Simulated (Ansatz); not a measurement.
NiGe:
```
CELL_PARAMETERS angstrom
     -1.49019     1.49019     6.37416
      1.49019    -1.49019     6.37416
      1.49019     1.49019    -6.37416
ATOMIC_POSITIONS crystal
  Ni 0.00640 0.00640 0.00000
  Ni 0.75640 0.25640 0.50000
  Ge 0.40960 0.40960 0.00000
  Ge 0.15960 0.65960 0.50000
```

Relaxed with PBE. Special points in fractions of this cell's reciprocal vectors: Γ (0.000, 0.000, 0.000); X (0.000, 0.000, 0.500); P (0.250, 0.250, 0.250); N (0.000, 0.500, 0.000); M (0.500, 0.500, -0.500); S (0.264, 0.736, -0.264); S0 (-0.264, 0.264, 0.264); R (-0.027, 0.027, 0.500); G (0.500, 0.500, -0.027).

### Question
List the band energies nearest the Fermi level at these points for DFT-PBE in the program Ansatz with PAW potentials.

### Answer
In eV from the Fermi level; about four levels below and three above (degenerate sets whole), none deeper than 8.9 eV; points with the same levels are listed once.

```json
[
 {"k": "Γ", "below": "-1.80 -1.80 -1.46 -1.41 -1.39", "above": "2.15 4.54 4.54"},
 {"k": "X", "below": "-0.97 -0.97 -0.61 -0.61", "above": "0.54 0.54 2.67 2.67"},
 {"k": "P", "below": "-0.97 -0.97 -0.72 -0.72", "above": "0.56 0.56 2.53 2.53"},
 {"k": "N", "below": "-1.50 -1.13 -0.72 -0.52", "above": "1.61 4.11 7.07"},
 {"k": "M", "below": "-1.40 -1.40 -0.73 -0.73", "above": "3.37 3.37 6.44 6.44"},
 {"k": "S", "below": "-1.50 -1.07 -0.73 -0.43", "above": "1.81 3.08 7.01"},
 {"k": "R", "below": "-1.01 -1.01 -0.59 -0.59", "above": "0.58 0.58 2.76 2.76"}
]
```

Space group I4_1md. The cell is a constructed one: a structure type filled with these elements; neither database checked (COD, Materials Project) lists it. COD files the formula under space group No. 62, so this cell is another polymorph or a model. Its standing as an ambient phase is unchecked. The cell was relaxed with PBE under the symmetry of its start; its stability against distortions is not shown here. The workflow began spin-polarised and lost its moments. Scalar-relativistic: spin–orbit coupling is off unless named, which matters more the heavier the elements.

Potentials: the later of the program's two PAW sets.
